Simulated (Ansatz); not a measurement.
Elastic constants of BP at 5 GPa (stress–strain coefficients): input and output

Theory: DFT LDA, scalar-relativistic, plane waves, PAW (Ansatz 0.2.0).

Launched with:
```bash
ansatz run input.yaml --threads 1 --pin off --max-ram 3072MiB --backend cpu --events-out ev --progress --plain --runs-dir out
```

Input (bare energies are in eV):
```yaml
crystal:
  lattice:
    - [0.0, 2.2250781898, 2.2250781898]
    - [2.2250781898, 0.0, 2.2250781898]
    - [2.2250781898, 2.2250781898, 0.0]
  atoms:
    - { symbol: B, position: [0.0, 0.0, 0.0] }
    - { symbol: P, position: [0.75, 0.75, 0.75] }
basis:
  ecutwfc: 420
kpoints:
  mp_grid: { grid: [10, 10, 10] }
hamiltonian:
  xc: lda
scf:
  occupations: { method: fixed }
output:
  forces: true
  stress: true
  eigenvalues: true
  polarization: {}
elastic:
  mode: relaxed_ion
  stencil: two_point
```

From the output:
```
--- Elastic constants: 2 strain directions × 2 members + reference (group order 24) ---
  dense FFT box of the reference and of every strained cell: 24×24×24
  strains applied: 11, 23; error gains: componentwise 1.00 (the most a stress slope's error grows in a printed constant), spectral 1.73 (1 for all six strains in a standard setting)
  C = ∂σ_k/∂η_j (tension-positive GPa; Voigt order 11 22 33 23 13 12):
       380.407    100.785    100.785      0.000     -0.000     -0.000
       100.785    380.407    100.785      0.000     -0.000      0.000
       100.785    100.785    380.407      0.000      0.000     -0.000
        -0.000      0.000      0.000    203.297     -0.000     -0.000
        -0.000     -0.000     -0.000      0.000    203.297     -0.000
        -0.000      0.000     -0.000     -0.000     -0.000    203.297
  reference stress σ⁰ (GPa):     -5.000     -5.000     -5.000     -0.000     -0.000      0.000
  C* (energy form; C + prestress term) asymmetry max|C*_kj − C*_jk| = 1.421e-14 GPa — a small one proves nothing (zero by symmetry where the batch's group is 432, −43m or m−3m); a large one is finite-difference/SCF noise where every solve ...
  moduli (Voigt/Reuss/Hill, GPa): K = 193.99/193.99/193.99   G = 177.90/172.05/174.97   E = 403.58   ν = 0.153
  mechanically stable: yes (min eigenvalue of sym C = 203.30 GPa)
  e, the proper piezoelectric tensor (elastic.mode: relaxed_ion; C/m²; rows x y z; Voigt order 11 22 33 23 13 12):
       0.00000   -0.00000    0.00000    0.12045   -0.00000   -0.00000
      -0.00000   -0.00000    0.00000    0.00000    0.12045   -0.00000
      -0.00000    0.00000    0.00000    0.00000   -0.00000    0.12045
  ±, each entry's uncertainty from the finite density of the strings (C/m²), an estimate: the size of the correction for it that the entry includes:
       0.00000    0.00000    0.00000    0.00886    0.00000    0.00000
       0.00000    0.00000    0.00000    0.00000    0.00886    0.00000
       0.00000    0.00000    0.00000    0.00000    0.00000    0.00886
  the group's symmetry takes up to 6.8e-9 C/m² out of the measured responses: error of the strings' finite density and of the mesh across them, as far as it breaks the symmetry (raise kpoints.mp_grid and any string_points); the largest step ...
  strain η (Voigt 11):  stress-route row diagonal C_11 = 380.41 GPa, energy-path curvature d²(F+E_count+ΔE)/dδ²/Ω₀ = 380.69 GPa
         δ    σ_11 (GPa) F (eV) n_scf n_hpsi n_pw
    -2.000e-3      -5.7624        -876.6269583       7   17480    444   relax 0 steps, max|allowed force component| 9.71e-17 eV/Å
     2.000e-3      -4.2407        -876.6297183       7   16951    444   relax 0 steps, max|allowed force component| 1.04e-16 eV/Å
  strain η (Voigt 23):  stress-route row diagonal C_44 = 203.30 GPa, energy-path curvature d²(F+E_count+ΔE)/dδ²/Ω₀ = 205.94 GPa
         δ    σ_23 (GPa) F (eV) n_scf n_hpsi n_pw
    -2.000e-3      -0.4066        -876.6283833       2   15099    444   relax 3 steps, max|allowed force component| 9.00e-8 eV/Å
     2.000e-3       0.4066        -876.6283833       2   15092    444   relax 3 steps, max|allowed force component| 9.01e-8 eV/Å
--- Formal polarisation (Berry phase): one branch of a lattice of values; only differences between neighbouring runs are physical ---
  axis mesh electronic ionic p = total spread (rad) least overlap resolved gap  δp at fixed H ≤   (phases in cycles; p mod 1; gap in eV; gap and δp judge the states as solved, not the mesh's step, its ...
  b1    10×10×10        0.00000000     3.75000000     3.75000000      0.140029         0.8594        3.4732           1.6e-6
  b2    10×10×10        0.00000000     3.75000000     3.75000000      0.140029         0.8594        3.4732           1.6e-6
  b3    10×10×10       -0.00000000     3.75000000     3.75000000      0.140029         0.8594        3.4732           1.6e-6
  quantum along a1:   0.14282178 e/Å² =   228.825723 µC/cm²
  quantum along a2:   0.14282178 e/Å² =   228.825723 µC/cm²
  quantum along a3:   0.14282178 e/Å² =   228.825723 µC/cm²
  P = (  0.75742688,   0.75742688,   0.75742688) e/Å² = ( 1213.531651,  1213.531651,  1213.531651) µC/cm²  (mod the quanta)
```

The run took 29 s on 1 thread of Intel(R) Xeon(R) Platinum 8488C (Sapphire Rapids), with other jobs on the host, peak memory 0.41 GiB.